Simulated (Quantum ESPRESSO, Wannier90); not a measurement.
# Wannier functions of CsSnI3 (cubic perovskite)

Materials Project entry mp-614013; symmetrised, unrelaxed at this level. COD (Crystallography Open Database) records the formula in this space group. Ideal cubic forms of this type are often high-temperature phases that distort on cooling; symmetry holds the cell here, and its stability was not tested. Computed values, not measurements, from LDA: Quantum ESPRESSO (norm-conserving PseudoDojo potentials, cutoff 58 Ry, no spin polarisation, no spin-orbit coupling) on a Γ-centred 6×6×6 mesh, then Wannier90. Density: 6×6×6 mesh, Gaussian smearing 0.01 Ry. Spin-orbit coupling is left out although heavy elements are present.

```
begin unit_cell_cart
ang
    6.2862300000    0.0000000000    0.0000000000
    0.0000000000    6.2862300000    0.0000000000
    0.0000000000    0.0000000000    6.2862300000
end unit_cell_cart
mp_grid = 6 6 6
```

### Question
Which shells of neighbouring k-points and which b-vectors and weights does Wannier90 pick for this cell and mesh?

### Answer
```
 *---------------------------------- K-MESH ----------------------------------*
 +----------------------------------------------------------------------------+
 |                    Distance to Nearest-Neighbour Shells                    |
 |                    ------------------------------------                    |
 |          Shell             Distance (Ang^-1)          Multiplicity         |
 |          -----             -----------------          ------------         |
 |             1                   0.166586                      6            |
 |             2                   0.235588                     12            |
 |             3                   0.288535                      8            |
 |             4                   0.333172                      6            |
 |             5                   0.372497                     24            |
 |             6                   0.408051                     24            |
 |             7                   0.471176                     12            |
 |             8                   0.499758                     30            |
       ... (lines left out)
 +----------------------------------------------------------------------------+
 | The b-vectors are chosen automatically                                     |
 | The following shells are used:                       1                     |
 +----------------------------------------------------------------------------+
 |                        Shell   # Nearest-Neighbours                        |
 |                        -----   --------------------                        |
 |                          1               6                                 |
 +----------------------------------------------------------------------------+
 | Completeness relation is fully satisfied [Eq. (B1), PRB 56, 12847 (1997)]  |
 +----------------------------------------------------------------------------+
 |                  b_k Vectors (Ang^-1) and Weights (Ang^2)                  |
 |                  ----------------------------------------                  |
 |            No.         b_k(x)      b_k(y)      b_k(z)        w_b           |
 |            ---        --------------------------------     --------        |
 |             1         0.000000    0.000000    0.166586    18.017449        |
 |             2         0.000000    0.166586    0.000000    18.017449        |
 |             3         0.166586    0.000000    0.000000    18.017449        |
 |             4         0.000000    0.000000   -0.166586    18.017449        |
 |             5         0.000000   -0.166586    0.000000    18.017449        |
 |             6        -0.166586    0.000000    0.000000    18.017449        |
```
